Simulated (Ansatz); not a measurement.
Rh (bcc (W type), Im-3m) at seven volumes, r²SCAN (plane waves, PAW; program Ansatz), scaled uniformly. One row is withheld.

```
V (Å³/atom)  P (GPa)
-----------  -------
12.836         30.75
13.259         18.58
13.683          8.44
14.106          0.00
14.529         -7.02
14.952        -12.85
15.375             ?
```

Q: Fit the shown pressures and predict the withheld one.

A: P = (3/2)B₀(x^(7/2) − x^(5/2))[1 + (3/4)(B′ − 4)(x − 1)] with x = (V₀/V)^(2/3). Least squares on the six rows gives V₀ = 14.106 Å³/atom, B₀ = 256 GPa, B′ = 5.10. At V = 15.375, x = 0.9442 and P = -17.71 GPa. The run itself gave -17.66 GPa.

The start of the workflow was typed in or built on a structure type; the Crystallography Open Database copy checked does not list it. It is not the phase usual at ambient conditions (space group No. 225). Symmetry was held in the r²SCAN relaxation. At this level the phase is mechanically unstable. No spin polarisation was allowed.

Potentials: the earlier of the program's two PAW sets.
